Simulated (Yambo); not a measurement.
G0W0@PBEsol for BaTiO₃ (space group R3m, No. 160) in Yambo (4×4×4 mesh, 8 Ry block, plasmon pole, screening fixed), without a terminator:

```csv
bands N in G,gap Z → Γ (eV),shift of the valence edge (eV)
51,4.063,0.381
84,4.099,0.027
127,4.105,-0.164
```

Problem. Extrapolate both columns to infinite N with E(N) = E∞ + A/N, test the form, and compare with the terminator.

Solution. From two points, E∞ = (N2 E2 − N1 E1)/(N2 − N1). The two largest N give 4.12 eV for the gap and -0.54 eV for the shift; the two smallest give 4.15 eV and -0.52 eV. For the gap the slopes A are -4.7 and -1.5 eV: the form isn't reached, and its limit is uncertain. For the shift the slopes A are 46 and 47 eV: the 1/N form holds. With the Bruneval-Gonze terminator and 127 bands the run gives 4.01 eV and -0.37 eV, 0.10 eV and 0.16 eV from the extrapolated values: the terminator too is an estimate of the remainder. Block, mesh and the bands in W are held fixed.

Geometry of the Materials Project entry, not relaxed at this level; primitive cell a = 4.0338 Å, b = 4.0338 Å, c = 4.0338 Å, α = 89.84°, β = 89.84°, γ = 89.84°.

A shift is the quasiparticle energy of the state minus its PBEsol energy.
